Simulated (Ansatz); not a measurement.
CdI₂:
```
CELL_PARAMETERS angstrom
      4.16394     0.00000     0.00000
     -2.08197     3.60608     0.00000
      0.00000     0.00000     6.65956
ATOMIC_POSITIONS crystal
  Cd 0.00000 0.00000 0.00000
  I  0.33333 0.66667 0.25397
  I  0.66667 0.33333 0.74603
```

Relaxed with LDA.

Give the Bader charges and basin volumes of the independent atoms, DFT-LDA in the program Ansatz with PAW potentials.



```json
[
 {"atom": "Cd1", "Bader charge (e)": "+0.69", "Bader volume (Å³)": "18.8"},
 {"atom": "I2", "Bader charge (e)": "-0.35", "Bader volume (Å³)": "40.6"}
]
```

Space group P-3m1 (CdI2 type). The cell was relaxed with LDA under the symmetry of its start. A crystal of weakly bound layers computed without a dispersion correction: the cell and the soft elastic constants depend strongly on that. Spin–orbit coupling is left out wherever it is not named.

Potentials: the later of the program's two PAW sets.
